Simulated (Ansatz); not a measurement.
Total density of states per atom from plane-wave PAW r²SCAN (Ansatz code), in 0.25 eV bins, energy from the Fermi level:

```
E (eV) | states/eV/atom
    -7.85 |  0.00
    -7.60 |  0.00
    -7.35 |  0.00
    -7.10 |  0.00
    -6.85 |  0.00
    -6.60 |  0.00
    -6.35 |  0.00
    -6.10 |  0.00
    -5.85 |  0.00
    -5.60 |  0.00
    -5.35 |  0.00
    -5.10 | ## 0.19
    -4.85 | ##### 0.40
    -4.60 | ###### 0.49
    -4.35 | ########## 0.86
    -4.10 | ############### 1.29
    -3.85 | ########### 0.93
    -3.60 | ##### 0.43
    -3.35 | ###### 0.53
    -3.10 | ######## 0.69
    -2.85 | ########### 0.94
    -2.60 | ############### 1.26
    -2.35 | ############## 1.19
    -2.10 | #################### 1.71
    -1.85 | ################# 1.40
    -1.60 | ########### 0.96
    -1.35 | ######### 0.78
    -1.10 | ######## 0.72
    -0.85 | ##### 0.46
    -0.60 | #### 0.31
    -0.35 | ### 0.24
    -0.10 | ### 0.25
     0.15 | ####### 0.58
     0.40 | ############ 0.98
     0.65 | ######### 0.75
     0.90 | ##### 0.45
     1.15 | ############################## 2.54
     1.40 | ########################### 2.27
     1.65 | ##### 0.42
     1.90 | ### 0.22
     2.15 | ########### 0.93
     2.40 | ########## 0.88
     2.65 | ############# 1.13
     2.90 | ################# 1.44
     3.15 | ######## 0.71
     3.40 |  0.03
     3.65 |  0.00
     3.90 |  0.00
     4.15 |  0.00
     4.40 |  0.01
     4.65 | ## 0.13
```

Q: Pick the material that matches.
A) ZrTi2Ga4, I4/mmm (Zr on 2a, Ti on 4d, Ga on 8h)
B) Ti3Ga, P6_3/mmc (Ti on 6h, Ga on 2c)
C) TiO2, anatase
D) TiTe2, CdI2 type

A: D, TiTe2, CdI2 type. Within 0.5 eV of the Fermi level: Ti 3d 74 %, Te 5p 22 %. Projections are on Löwdin-orthogonalised atomic valence shells; empty p or d shells of many metals are not among them.

Space group P-3m1 (CdI2 type). Symmetry was held in the r²SCAN relaxation. No spin polarisation was allowed. A crystal of weakly bound layers computed without a dispersion correction: the cell and the soft elastic constants depend strongly on that. Scalar-relativistic: spin–orbit coupling is off unless named, which matters more the heavier the elements.

Potentials: the earlier of the program's two PAW sets.
